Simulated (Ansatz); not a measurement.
ZnSe2: enthalpy under pressure, worked through

These are results of Ansatz 0.2.0, DFT PBEsol, scalar-relativistic, plane waves, PAW, not measurements. Settings: 420 eV cutoff, 4×4×4 k-mesh, Gaussian smearing of 0.02 eV, no spin polarisation.

Reference structure (relaxed):

```
Zn Se
1.0
     6.23922    0.00000    0.00000
     0.00000    6.23922    0.00000
     0.00000    0.00000    6.23922
Zn Se
4 8
Direct
  0.50000 0.50000 0.00000
  0.50000 0.00000 0.50000
  0.00000 0.50000 0.50000
  0.00000 0.00000 0.00000
  0.10996 0.89004 0.39004
  0.89004 0.39004 0.10996
  0.39004 0.10996 0.89004
  0.60996 0.60996 0.60996
  0.89004 0.10996 0.60996
  0.10996 0.60996 0.89004
  0.60996 0.89004 0.10996
  0.39004 0.39004 0.39004
```

Cell and atoms were relaxed at each target pressure within the start's symmetry (Pa-3), at zero temperature; other phases can be more stable under pressure. H = E + PV with P the target; E is the free energy at the smearing used, whose derivative the pressure is, per atom and counted from zero pressure. The mesh named is that at zero pressure; some other pressures ran on another.

```
P (GPa) V (Å³/atom) E − E0 (meV) H − H0 (meV)
      0       20.240           0.0           0.0
      2       19.693           3.3         249.1
      5       19.004          18.1         611.2
     10       18.096          60.1        1189.5
     20       16.776         181.2        2275.3
```

**Question.** Thermodynamics gives dH/dP = V along a relaxed path. Integrate V over P by the trapezoid rule and compare with the computed enthalpies.

**Answer.** With 1 eV/Å³ = 160.22 GPa, each step adds the mean volume times ΔP / 160.22:
```
P (GPa)  ∫V dP (meV) H − H0 (meV) difference (meV)
      2        249.2         249.1               0.1
      5        611.5         611.2               0.3
     10       1190.4        1189.5               0.9
     20       2278.7        2275.3               3.3
```

V(P) curves upward, so the trapezoid rule runs high; integrating a smooth curve through the same points puts that excess at about 3.4 meV at 20 GPa, against the 3.3 meV found.

**Question.** At 20 GPa, how much of the enthalpy change is stored energy and how much is the PV term?

**Answer.** E rises by 181 meV/atom and PV is 20 × 16.776 / 160.22 = 2094 meV/atom, so PV makes 92 % of ΔH. So between rival structures at high pressure a small difference in volume can outweigh the difference in energy: 1 % of this volume is worth 20.9 meV/atom at this pressure.

**Question.** What bulk modulus do the lowest pressures give?

**Answer.** From the pressures that the runs reached, -2.00 GPa (20.886 Å³) and 1.99 GPa (19.693 Å³), B = −ΔP/Δln V = 3.99 / 0.0588 = 68 GPa, a mean over that range.

**Question.** The gap is 0.670 eV at -2.00 GPa and 0.679 eV at 1.99 GPa. What pressure coefficient and volume deformation potential follow?

**Answer.** dE_g/dP = 2.5 meV/GPa, and a_V = dE_g/d ln V = −B dE_g/dP = -0.17 eV. A gap that closes or barely moves under pressure is usual where the conduction edge lies away from the zone centre, has d character, or where the bands broaden faster than they shift. If the edges move to other points of the zone within the range, this is a mean of two slopes. Gaps are Kohn–Sham gaps over the whole zone.